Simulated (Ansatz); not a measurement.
## Structures of ZnNi: which is lowest?

Plane-wave DFT in Ansatz with scalar-relativistic PAW potentials, cutoff 420 eV, Γ-centred meshes chosen by cell and gap, Gaussian smearing with energies taken to zero width. Every cell was relaxed (cell and atoms) in a run of its own, within the symmetry of its start. Functional: LDA.

Relaxed structures (starts from databases or built by putting these elements on another compound's sites):
A. Pm-3m, 2 atoms in the computed cell, a = 2.807 Å; sites (symmetry × multiplicity) Zn m-3m × 1, Ni m-3m × 1; start: database
B. P4/mmm, 2 atoms in the computed cell, a = 2.634 Å, c = 3.184 Å; sites (symmetry × multiplicity) Zn 4/mmm × 1, Ni 4/mmm × 1; start: database

**Question.** Rank them by energy. Could pressure change the order?

**Answer.**
```csv
structure,group,E − E(lowest) (meV/atom),V (Å³/atom),gap on mesh (eV)
B,P4/mmm,0.0,11.04,0.00
A,Pm-3m,16.8,11.05,0.00
```

B is lowest, 17 meV/atom under A. The two lowest differ in volume by under 3 %, too little for a first-order estimate of what pressure does to that pair (other pairs aren't weighed here); with rigid cells even 3 % in favour of the higher one would need about 8 GPa. Other structures may lie lower than all of these, and vibrations aren't counted.

Spin polarisation was left out, and a magnetic state may lie lower.